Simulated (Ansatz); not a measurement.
A single-point run of Ansatz (plane waves, PAW) on a 4-atom cell of PbO started from a crystallographic database, with the lines that name the functional removed. The cell was relaxed with r2SCAN+rVV10 and then strained (uniaxial -2.37 % along y, other directions held), with the atoms relaxed again with r2SCAN+rVV10; k points keep the names of the unstrained zone.

```yaml
crystal:
  lattice:
    - [3.98040, 0.00000, 0.00000]
    - [0.00000, 3.88607, 0.00000]
    - [0.00000, 0.00000, 5.00091]
  atoms:
    - { symbol: Pb, position: [0.00000, 0.50000, 0.23969] }
    - { symbol: Pb, position: [0.50000, 0.00000, 0.76031] }
    - { symbol: O, position: [0.00000, 0.00000, 0.99484] }
    - { symbol: O, position: [0.50000, 0.50000, 0.00516] }
```

```
scf.n_extra_bands = 5 over 20 filled bands (N_el = 40.0): the run solves 25 bands
Crystal: 4 atoms, lattice volume = 77.355 Å³
Basis set: ecut = 420 eV, 1513 PW (Γ)
Symmetry: 8 space group operations
Space group: Pmmn (ITA 59)
k-points: 27 of 64
preconditioner: auto → none  [insulator: Δε(μ)=1.773 eV  ℏωp=26.7 eV]
hybrid outer 1: dexx = +1.748e-2 eV, tail = 4.78e-5 eV
hybrid outer 2: dexx = +8.690e-7 eV, tail = 1.80e-8 eV, Δε = 3.64e-3 eV, ΔF = 3.21e-2 eV/Å
hybrid outer 3: dexx = +3.079e-10 eV, tail = 3.45e-10 eV, Δε = 3.97e-5 eV, ΔF = 2.30e-4 eV/Å
hybrid SCF converged: 3 outer / 14 inner (+4 warm-up)
Free energy (F): -24953.563747 eV
Fermi energy:    8.511922 eV
--- Per-component energies (eV) ---
  E_band       = -158.307924
  E_kinetic    = 930.937685
  E_local      = -3062.236394
  E_nonlocal   = 796.390951
  E_hartree    = 1225.814767
  E_xc         = -469.199597
  E_vxc        = -360.857876
  E_exx        = -101.560091
  E_paw        = -21157.972883
  E_vpaw       = -711.056773
  E_ewald      = -3116.351510
  E_core_change = 0.608504
--- Forces (eV/Å), atoms counted from 1 ---
  atom   1  Pb      0.00000      0.00000    -0.27582
  atom   2  Pb      0.00000      0.00000      0.27582
  atom   3  O       0.00000      0.00000      0.01132
  atom   4  O       0.00000      0.00000    -0.01132
--- Stress (GPa, compression-positive) ---
        2.422973       0.000000       0.000000
        0.000000       2.418952       0.000000
        0.000000       0.000000       1.235387
  P = ⅓ Tr σ = 2.0258 GPa (20.258 kbar)
--- Band table (eV; the first three rows and the last of 27) ---
  k-point 0: bands = […, 3.2661, 3.4475, 6.1147, 6.2287, 6.2291, 8.5119, 11.8373, 14.8781, 15.0269, 15.2160, …]
  k-point 1: bands = […, 3.3469, 3.5236, 6.0955, 6.2147, 6.2210, 7.9698, 11.4817, 13.7236, 14.0497, 14.4645, …]
  k-point 2: bands = […, 3.6030, 4.1540, 6.0868, 6.1979, 6.2116, 7.0242, 11.4414, 13.1108, 13.4372, 13.6127, …]
  k-point 26: bands = […, 3.7639, 3.7639, 5.8832, 5.8832, 6.9050, 6.9050, 12.5679, 12.5679, 14.2320, 14.2320, …]
```

Levels at the listed points, from bands.tsv (eV from the Fermi energy, bands near the gap, counted from 0):
```tsv
# k_distance	band_15	band_16	band_17	band_18	band_19	band_20	band_21	band_22	band_23
# fermi_ev = 8.511922
# [0, 0, 0] at k_distance = 0.000000
# [0, 0.5, 0] at k_distance = 0.808424
# [0.5, 0.5, 0] at k_distance = 1.597689
# [0, 0, 0.5] at k_distance = 2.890411
# [0, 0.5, 0.5] at k_distance = 3.698835
# [0.5, 0.5, 0.5] at k_distance = 4.488100
# [0, -0.098958, 0] at k_distance = 5.886465
# levels_relative_to = fermi_ev
0.000	-5.064	-2.397	-2.283	-2.283	0.000	3.325	6.366	6.515	6.704
0.808	-4.044	-3.821	-3.821	-2.103	-2.103	4.097	4.097	7.717	7.717
1.598	-4.297	-1.995	-1.995	-1.606	-1.606	1.691	1.691	6.071	6.071
2.890	-4.358	-2.425	-2.314	-2.300	-1.488	2.930	4.599	4.925	5.101
3.699	-4.530	-3.789	-3.789	-1.390	-1.390	3.850	3.850	7.279	7.279
4.488	-4.748	-2.629	-2.629	-1.607	-1.607	4.056	4.056	5.720	5.720
5.886	-5.049	-2.595	-2.360	-2.350	-0.002	3.611	5.756	6.430	6.820
```
In order the rows are Γ, X, M, Z, R, A, Γ–X (0.20).

Problem. Which functional gave these numbers?
A. r2SCAN0
B. LC-ωPBE
C. PBE0
D. HSE06

Solution. D. HSE06. The exchange loop and the term E_exx show exact exchange. The HSE06 gap is indirect, 1.69 eV (Γ to M), below the direct gap of 3.30 eV at M. Among hybrids the size of the gap and of E_exx follows the share and range of exact exchange. The stress of a hybrid is loosely converged here. The log narrows the family; the member has to be judged from the numbers.

Command: `ansatz run input.yaml --threads 4 --pin off --max-ram 5529MiB --backend cpu --events-out ev --progress --plain --runs-dir out`. It took 84 s on 4 threads of Arm Neoverse N1, on a shared host, load about 0.8 per core; peak host memory 1.5 GiB.

Spin-unpolarised throughout; all numbers are computed.

Spin-orbit coupling is left out; in compounds of Pb, Bi, Tl or Hg it can lower a gap by up to about 1 eV, split its edges or invert the bands.

The meshes of the hybrids are coarse, so their gaps aren't converged to the digits shown.
